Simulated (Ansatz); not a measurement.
Values for one crystal, relaxed and computed with plane-wave PAW LDA (Ansatz code); other levels are named.

```yaml
volume_per_atom: 33.37 Å³
electronic_character: metallic (no gap)
highest_zone_centre_frequency: 135 cm⁻¹
hill_bulk_and_shear_moduli: 9.1 and 3.3 GPa
Poisson's ratio: 0.34
debye_temperature_from_the_elastic_constants: 177 K
Density of states at the Fermi level: 0.46 states/eV per atom (mean over ±0.08 eV)
```

Task: Pick the material that matches.
(A) Sc, hcp (Mg type)
(B) Y, hcp (Mg type)
(C) Co, hcp (Mg type)
(D) Na, hcp (Mg type)

Result: D, Na, hcp (Mg type)

Space group P6_3/mmc (hcp (Mg type)). The first step of the workflow began from a Materials Project structure, measured or hypothetical; the Crystallography Open Database files this formula in space group No. 194, but the cells were not matched. It is not the phase usual at ambient conditions (space group No. 229). Symmetry was held in the LDA relaxation; of distortions, only those at the zone centre were tested. As this level gives no gap, shear constants depend on the k-mesh and smearing (Fermi–Dirac, 0.1 eV here). As this level gives no gap, phonon frequencies hold no LO–TO term and depend on the k-mesh and smearing (Fermi–Dirac, 0.1 eV here).

Potentials: the earlier of the program's two PAW sets.
